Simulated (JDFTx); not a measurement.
```yaml
surface: Rh(111)
bulk: Rh, Fm-3m, lattice of mp-74 (not re-optimised)
slab: 6 atoms in 6 planes, 1x1, 11.0 Å between the outermost planes
in-plane cell: 2.691 × 2.691 Å, 6.27 Å²
cell_height: 27.0 Å
sampling: 10×10×1 k mesh, Fermi smearing 0.01 Ha, no spin polarisation
```

All numbers are PBE, GBRV ultrasoft potentials, plane waves to 20/100 Ha results from JDFTx (a modified build), not measurements. Liquid: CANDLE, water, 0.5 M KF. Between zero charge and 0.29 V from it the run gives σ = 3.7 μC/cm², a mean capacitance of 12.7 μF/cm². The liquid has ε = 78.4, a 1:1 salt at 0.5 M with linear (Debye) response, and T = 298 K.

A calculation by hand: the Debye length, the diffuse-layer capacitance, and the inner capacitance that is left when the two stand in series.

Each ion has density c = 0.5 × 6.022×10⁻⁴ = 3.011e-04 Å⁻³. λ² = ε kT / (8π (e²/4πε₀) c) with kT = 0.02568 eV and e²/4πε₀ = 14.40 eV Å gives λ = 4.30 Å; the log prints 4.30 Å. C_diffuse = ε₀ε/λ = 161 μF/cm². Then 1/C_inner = 1/12.7 − 1/161, so C_inner = 13.8 μF/cm², which equals a vacuum gap of ε₀/C_inner = 0.64 Å. The diffuse layer takes 8 % of the potential drop; the rest lies between the electrode's charge and the onset of the dielectric, with the electrode's own (quantum) capacitance in it. The split is a model: in the calculation solvent and ions share one smooth cavity.
